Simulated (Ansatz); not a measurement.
Relaxed TiO2 (anatase):

```
TiO2
1.0
   -1.89940     1.89940     4.85040
    1.89940    -1.89940     4.85040
    1.89940     1.89940    -4.85040
Ti O
2 4
Direct
  0.50000   0.50000   0.00000
  0.25000   0.75000   0.50000
  0.29355   0.29355   0.00000
  0.04355   0.54355   0.50000
  0.45645   0.95645   0.50000
  0.70645   0.70645   0.00000
```

In each cell atom 2 (Ti, nearest neighbour O at 1.946 Å; its periodic images, 3.8 Å or more away, move with it) moves by s·(0.577, 0.577, 0.577) (along Cartesian [111]), the rest being held.

Calculation: PBE (plane waves to 420 eV, PAW, scalar-relativistic; Ansatz, a first-principles code). k mesh 10×10×10 (Γ-centred), Fermi-Dirac smearing 0.05 eV. E stands for the smeared free energy. Stress and pressure are positive under compression. Left out: 4 of 11 points, with atoms too close for the PAW data. F∥ is the force on the atom along that direction. F⊥ is the part of the force across the line. TiO2 is run without spin polarisation. TiO2 was relaxed with its symmetry unable to fall. The zero of ΔE is the undisplaced structure.

```csv
s (Å),ΔE (meV/cell),|F⊥| (eV/Å),F∥ (eV/Å),P (GPa)
-0.348,592,1.865,4.219,6.8
-0.232,223,1.196,2.241,3.1
-0.116,48,0.638,0.878,0.8
0.000,0,0.000,0.000,0.0
0.116,48,0.638,-0.878,0.8
0.232,223,1.196,-2.241,3.1
0.348,592,1.865,-4.219,6.8
```

Key numbers:

| Property | Value |
|---|---|
| Energy at s = 0.348 Å | 592 meV/cell |
| Force along the line at s = -0.348 Å | 4.22 eV/Å |
| Symmetry of the curve | even: the same for both signs |
| Shape of the curve | a single well with its minimum at or next to zero displacement |
| Force constant k = d²E/ds² at s = 0 (finite differences) | 6.87 eV/Å² |
| Harmonic estimate at the end of the scan | ½ks² = 416 meV/cell against the computed 592 meV/cell, so the well is stiffer than harmonic there |

(A displaced cell: forces are minus the slopes of the energy, force constants its curvatures, and phonons follow from these.)
